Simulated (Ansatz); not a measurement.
## TaTe in the zincblende structure

Method: PBE, scalar-relativistic; collinear spin; PAW, 420 eV, 10×10×10 k-mesh, Gaussian smearing of 0.05 eV; code Ansatz; PAW files: Ansatz's generated set soft_2.

```
Ta Te
1.0
     0.00000    3.15993    3.15993
     3.15993    0.00000    3.15993
     3.15993    3.15993    0.00000
Ta Te
1 1
Direct
  0.00000 0.00000 0.00000
  0.25000 0.25000 0.25000
```

This is a trial structure made by placing the elements on a prototype's sites, so it needn't be the stable form.

Magnetic state: ferromagnetic, site spin moments Ta 1.26 μB.

The cell is relaxed to zero pressure at this level.

The cell has space group F-43m (read at 0.01 Å). In it the stress is 0.00, 0.00, 0.00, 0.00, 0.00, 0.00 GPa and the largest force component 0.000 eV/Å. Each change below starts from this cell, without further relaxation. Stress is in GPa, positive in compression, in the order xx, yy, zz, yz, xz, xy; energies are counted from the cell above and are free energies with the smearing's entropy, which match forces and stress in a metal.

Problem. What happens when atom 2 (Te) is moved by 0.02 Å along z?

Solution. The energy changes by 1.9 meV per cell, and the force on it along the shift is -0.191 eV/Å (−F/u = 9.54 eV/Å²). Stress: 0.01, 0.01, 0.01, 0.00, 0.00, -0.69.
```
atom  Fx (eV/Å)     Fy      Fz
 Ta1      0.000  0.000   0.191
 Te2      0.000  0.000  -0.191
```
In a harmonic crystal the energy would rise by −½F·u = ½ × 9.54 × 0.02² eV = 1.9 meV, which matches.

Problem. What happens when atom 2 (Te) is moved by 0.12 Å along x?

Solution. The energy changes by 66.8 meV per cell, and the force on it along the shift is -1.098 eV/Å (−F/u = 9.15 eV/Å²). Stress: 0.12, 0.51, 0.51, -4.18, 0.00, 0.00. Spin moments: Ta 1.20 μB.
```
atom  Fx (eV/Å)     Fy     Fz
 Ta1      1.098  0.000  0.000
 Te2     -1.098  0.000  0.000
```
In a harmonic crystal the energy would rise by −½F·u = ½ × 9.15 × 0.12² eV = 65.9 meV, which matches.

Problem. What stress follows from an engineering strain of 3 % in zz, atoms carried along?

Solution. -1.67, -1.67, -1.83, 0.00, 0.00, 0.00 GPa; the energy changes by 11.3 meV per cell. Spin moments: Ta 1.35 μB.
The change of the stress over the strain gives a clamped-atom stiffness of about 61 GPa for this component, a secant value that lies under the elastic constant in tension and over it in compression, by several per cent for each per cent of strain.
In a harmonic crystal the energy would rise by V(½Cε² − σ₀ε), with σ₀ the stress of the unstrained cell, = 10.8 meV, close to the run's value; the rest has the sign of the anharmonic part, which a secant stiffness overstates.

Problem. A single strain component, atoms carried along, gave the stress 0.03, 0.03, 0.05, 0.00, 0.00, -1.11. Which component, and about how large?

Solution. An engineering strain of 2 % in xy; the energy changes by 4.4 meV per cell.

Problem. All atoms and the cell are disturbed at random:
```
CELL_PARAMETERS angstrom
0.04999 3.23948 3.24703
3.14525 0.09153 3.20549
3.21681 3.26951 0.01996
ATOMIC_POSITIONS crystal
Ta 0.00825 0.99727 0.99759
Te 0.24175 0.25273 0.25241
```
Give the energy change, the stress and the forces.

Solution. 41.5 meV per cell; stress -1.57, -1.71, -1.61, -1.96, 1.51, -1.03 GPa. Spin moments: Ta 1.29 μB.
```tsv
atom	Fx (eV/Å)	Fy	Fz
Ta1	0.499	-0.410	0.211
Te2	-0.499	0.410	-0.211
```

Problem. All atoms and the cell are disturbed at random:
```xyz
2
Lattice="0.0211 3.1347 3.1041 3.2035 -0.0252 3.1504 3.1502 3.1278 0.0281" Properties=species:S:1:pos:R:3 pbc="T T T"
Ta   -0.0060    0.0085   -0.0111
Te    1.5997    1.5508    1.5817
```
Give the energy change, the stress and the forces.

Solution. 6.9 meV per cell; stress 1.28, 1.30, 1.25, -0.13, -0.74, -0.23 GPa. Spin moments: Ta 1.22 μB.
| atom | Fx (eV/Å) | Fy | Fz |
| --- | --- | --- | --- |
| Ta1 | 0.032 | 0.176 | 0.068 |
| Te2 | -0.032 | -0.176 | -0.068 |

For elements this heavy, spin–orbit coupling would shift levels and gaps; it isn't included here. The run wasn't fully tested for a lower electronic state. Site moments are of spin, integrated over atomic spheres. The moments were started parallel, and the real magnetic order may be another.
